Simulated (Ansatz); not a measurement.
Input:

BiB:
```
CELL_PARAMETERS angstrom
      0.00000     2.70518     2.70518
      2.70518     0.00000     2.70518
      2.70518     2.70518     0.00000
ATOMIC_POSITIONS crystal
  Bi 0.75000 0.75000 0.75000
  B  0.00000 0.00000 0.00000
```

This is the LDA-relaxed structure.

**Question.** All from DFT-LDA in the program Ansatz with PAW potentials, unless another level is named. Predict the highest zone-centre frequency (without LO–TO term).

**Answer.** 16.18 THz.

**Question.** Next, the Poisson's ratio?

**Answer.** 0.19.

**Question.** What about the elastic constants (relaxed ions, GPa)?

**Answer.** C11 = 153, C12 = 54.1, C44 = 82.6.

Space group F-43m (zinc blende). A made-up cell: these elements were put on the sites of a structure type; neither database checked (COD, Materials Project) lists it. Its standing as an ambient phase is unchecked. The cell was relaxed with LDA under the symmetry of its start; of distortions, only those at the zone centre were tested. Spin–orbit coupling is left out wherever it is not named.

Potentials: the later of the program's two PAW sets.
